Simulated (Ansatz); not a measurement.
Starting cell, Re (hcp, Mg type):

```
Re
1.0
    5.55022     0.00000     0.00000
   -1.38756     2.40332     0.00000
    0.00000     0.00000     4.48300
Re
4
Direct
  0.16667   0.66667   0.75000
  0.66667   0.66667   0.75000
  0.33333   0.33333   0.25000
  0.83333   0.33333   0.25000
```

The atoms are displaced by Q × the pattern below (from a DFPT mode at M = (0.5, 0.0, 0.0), largest move 1; Q in Å), at fixed cell. (q is in reciprocal vectors of the primitive cell; the cell shown is doubled to hold the pattern.)

```csv
atom,x,y,z
Re1,0.866,0.500,0.000
Re2,-0.866,-0.500,0.000
Re3,0.866,0.500,0.000
Re4,-0.866,-0.500,0.000
```

Calculation: PBE (plane waves to 420 eV, PAW, scalar-relativistic; Ansatz, a program for electronic structure). k mesh 19×19×11 (Γ-centred), Fermi-Dirac smearing 0.05 eV. Energies are smeared free energies. Stress and pressure are positive under compression. With partly filled bands, energies and forces of such displacements shift with the k mesh and the smearing. Re is run without spin polarisation. Re was relaxed with its symmetry unable to fall. Spin-orbit coupling is left out, though Re is heavy. The zero of ΔE is the undisplaced structure.

```csv
Q (Å),ΔE (meV/cell),P (GPa),−dE/dQ from forces (eV/Å)
-0.100,535,6.5,10.644
-0.083,372,4.5,8.876
-0.067,239,2.9,7.111
-0.050,135,1.7,5.357
-0.033,60,0.7,3.599
-0.017,15,0.2,1.817
0.000,0,0.0,0.000
0.017,15,0.2,-1.817
0.033,60,0.7,-3.599
0.050,135,1.7,-5.357
0.067,239,2.9,-7.111
0.083,372,4.5,-8.876
0.100,535,6.5,-10.644
```

Read from the data:

- Energy at Q = 0.100 Å: 535 meV/cell
- Space group of the distorted cell: Pmma (No. 51), lowered from P6_3/mmc
- Symmetry of the curve: even: the same for both signs
- Shape of the curve: a single well with its minimum at or next to zero displacement
- Harmonic wavenumber from the curvature (finite differences): 200 cm⁻¹

The 13 points together took about 18 core-minutes (a rough figure).

(A displaced cell: forces are minus the slopes of the energy, force constants its curvatures, and phonons follow from these.)
